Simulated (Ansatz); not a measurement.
## Two-dimensional strain map in SnSe

Computed with DFT r2SCAN, scalar-relativistic, plane waves, PAW in Ansatz. Settings: plane waves to 500 eV, k-mesh 6×6×4 (Γ-centred), Gaussian smearing 0.05 eV. No spin polarisation. Energies are free energies at this smearing, counted from the undisturbed cell; pressure is positive in compression.

The starting cell (relaxed at this level; this form isn't the usual structure):

```
Sn Se
1.0
     4.28609    0.00000    0.00000
     0.00000    4.28609    0.00000
     0.00000    0.00000   10.98985
Sn Se
2 2
Direct
  0.50000 0.00000 0.37139
  0.00000 0.50000 0.62861
  0.50000 0.00000 0.61509
  0.00000 0.50000 0.38491
```

The cell holds layers and no dispersion correction was added, so their binding is poorly described.

The cell is strained by p along both x and y and by q along z, fractional coordinates fixed. Points are written (p, q).

Energy above the undisturbed cell in meV/atom (a dash: not computed):

```csv
p \ q,-0.030,0.000,0.030
-0.030,38.5,23.1,?
0.000,9.8,0.0,?
0.030,23.7,19.3,32.5
```

Question: Fill in the withheld energies.

Answer: (-0.030, 0.030): 25.2; (0.000, 0.030): 7.9.